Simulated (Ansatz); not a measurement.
Total density of states per atom from the program Ansatz at the PBE level (PAW), in 0.25 eV bins, energy from the valence-band maximum:

```tsv
E (eV)	states/eV/atom
-7.85	0.55
-7.60	0.32
-7.35	0.26
-7.10	0.21
-6.85	0.19
-6.60	0.16
-6.35	0.14
-6.10	0.24
-5.85	0.39
-5.60	0.39
-5.35	0.38
-5.10	0.37
-4.85	0.40
-4.60	0.42
-4.35	0.46
-4.10	0.55
-3.85	0.57
-3.60	0.55
-3.35	0.53
-3.10	0.50
-2.85	0.50
-2.60	0.48
-2.35	0.47
-2.10	0.45
-1.85	0.42
-1.60	0.30
-1.35	0.23
-1.10	0.18
-0.85	0.14
-0.60	0.11
-0.35	0.07
-0.10	0.02
0.15	0.00
0.40	0.00
0.65	0.00
0.90	0.00
1.15	0.00
1.40	0.04
1.65	0.10
1.90	0.15
2.15	0.20
2.40	0.23
2.65	0.27
2.90	0.32
3.15	0.37
3.40	0.44
3.65	0.53
3.90	0.87
4.15	0.69
4.40	0.40
4.65	0.38
4.90	0.55
5.15	0.59
5.40	0.64
5.65	0.69
5.90	0.56
```

**Question.** Which compound is it?
A. Mg, hcp (Mg type)
B. BP, zinc blende
C. Rh, fcc (Cu type)
D. BN, P6_3mc (B on 2a, B on 2b, N on 2a, N on 2b)

**Answer.** B, BP, zinc blende. Top 1 eV of the valence band: B 2p 52 %, P 3p 45 %. Bottom 1 eV of the conduction band: P 3p 24 %, B 2p 24 %, B 2s 23 %, P 3s 12 %, outside the projected shells 16 %. Projections are on Löwdin-orthogonalised atomic valence shells; empty p or d shells of many metals are not among them.

Space group F-43m (zinc blende). The PBE relaxation kept the symmetry of its start; phonons on a q-mesh show no instability.

Potentials: the later of the program's two PAW sets.
